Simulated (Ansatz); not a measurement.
## Relaxing barium (hcp)

Theory: Ansatz 0.2.0, DFT, LDA (PW92), plane waves (420 eV) with PAW, scalar-relativistic. (PAW data from PBE, frozen cores regenerated.)

k-point mesh 8×8×5, Fermi-Dirac smearing 0.1 eV, no spin polarisation. Cell and atoms relax.

Starting structure:

```
Ba
1.0
     4.45449    0.00000    0.00000
    -2.22724    3.85770    0.00000
     0.00000    0.00000    7.27418
Ba
2
Direct
  0.33333 0.66667 0.25000
  0.66667 0.33333 0.75000
```

Q: What cell does the relaxation end in?

A: P6_3/mmc with a = 4.233 Å, c = 6.862 Å (c/a = 1.621); 53.25 Å³ per atom against 62.50 at the start (-14.8 %).

Q: How much energy does the relaxation gain?

A: 38.0 meV per atom.

Path of the relaxation (the plane waves are chosen anew near the end, which can shift the energy a little):

```
step  E − E(final) (meV/atom)  V (Å³/atom)  P (GPa)  max force (eV/Å)
   0                    37.99       62.500    -1.20             0.000
   1                    22.23       60.167    -0.96             0.000
   2                     0.47       52.417     0.15             0.000
   3                    -0.02       53.313    -0.01             0.000
   4                    -0.04       53.250     0.00             0.000
   5                     0.00       53.250    -0.01             0.000
```
